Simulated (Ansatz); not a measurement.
Trial structure of Al4Ni, not yet relaxed:

```cif
data_structure
_symmetry_space_group_name_H-M 'Im-3m'
_symmetry_Int_Tables_number 229
_cell_length_a 5.1788
_cell_length_b 5.1788
_cell_length_c 5.1788
_cell_angle_alpha 90.000
_cell_angle_beta 90.000
_cell_angle_gamma 90.000
_cell_volume 138.89
loop_
_atom_site_label
_atom_site_type_symbol
_atom_site_symmetry_multiplicity
_atom_site_Wyckoff_symbol
_atom_site_fract_x
_atom_site_fract_y
_atom_site_fract_z
_atom_site_occupancy
Al1 Al 8 c 0.25000 0.25000 0.75000 1
Ni1 Ni 2 a 0.00000 0.00000 0.00000 1
```

These are results of DFT PBE, scalar-relativistic, plane waves, PAW in Ansatz 0.2.0, not measurements. Settings: cutoff 420 eV, Γ-centred mesh 6×6×6 on the computed 5-atom cell, Gaussian smearing of 0.10 eV; collinear spin from starting moments 0.0 0.0 0.0 0.0 2.0 μB.

Energies over the elements count from the elements' standard structures at the same level, with no fitted energy shifts.

Question: How far from equilibrium is it?

Answer: The pressure is 33.0 GPa (it wants to expand), the largest force is 0.00 eV/Å (symmetry fixes the atoms), and the energy is +0.24 eV/atom against the elements. The shortest distance is 2.24 Å.

Question: How much does it gain on relaxing, and where does it end?

Answer: Relaxing gains about 0.32 eV/atom (the start's value is from the coarse mesh, so the gain is rough) in 12 ionic steps and ends at −0.09 eV/atom on the finer mesh. The symmetry stays Im-3m (No. 229). The volume per atom grows by 26.1 %, from 13.9 to 17.5 Å³. The shortest distance goes from 2.24 Å (Al–Ni) to 2.42 Å (Al–Ni). Conventional cell: a = 5.596 Å. Al is surrounded by 2 Ni at 2.42 Å and 6 Al at 2.80 Å; around Ni lie 8 Al at 2.42 Å.

The last run used a 10×10×10 mesh for its 5-atom cell and Gaussian smearing of 0.10 eV. Trial moments died out on the coarse mesh, so the last step has no spin; another magnetic start might hold. The relaxation can't lower the symmetry of the start. A structure relaxed within its symmetry needn't be a true minimum. Another cell of Al4Ni relaxed alike, in P-3m1, lies 60 meV/atom lower, so this cell isn't the stable form at this level.
